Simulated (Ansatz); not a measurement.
With plane-wave PAW PBEsol (Ansatz code), Hf in the diamond structure (Fd-3m) relaxes to a = 6.369 Å. Hf has 4 nearest neighbours from 2.76 Å (tetrahedral).

Electronic character: metallic (no gap). Gap from PBEsol with spin–orbit coupling: none (metallic).

The bulk modulus is 308 kbar. The relaxed-ion elastic constants in GPa are C11 = -34.7, C12 = 61.9, C44 = -300. The highest mode at Γ lies at 63 cm^-1.

The start of the workflow was typed in or built on a structure type; neither database checked (COD, Materials Project) lists it. It is not the phase usual at ambient conditions (space group No. 194). Symmetry was held in the PBEsol relaxation. At this level the phase is mechanically unstable. The run is not spin-polarised. As this level gives no gap, shear constants depend on the k-mesh and smearing (Fermi–Dirac, 0.1 eV here). As this level gives no gap, phonon frequencies hold no LO–TO term and depend on the k-mesh and smearing (Fermi–Dirac, 0.1 eV here). Scalar-relativistic: spin–orbit coupling is off unless named, which matters more the heavier the elements.

Potentials: the later of the program's two PAW sets.
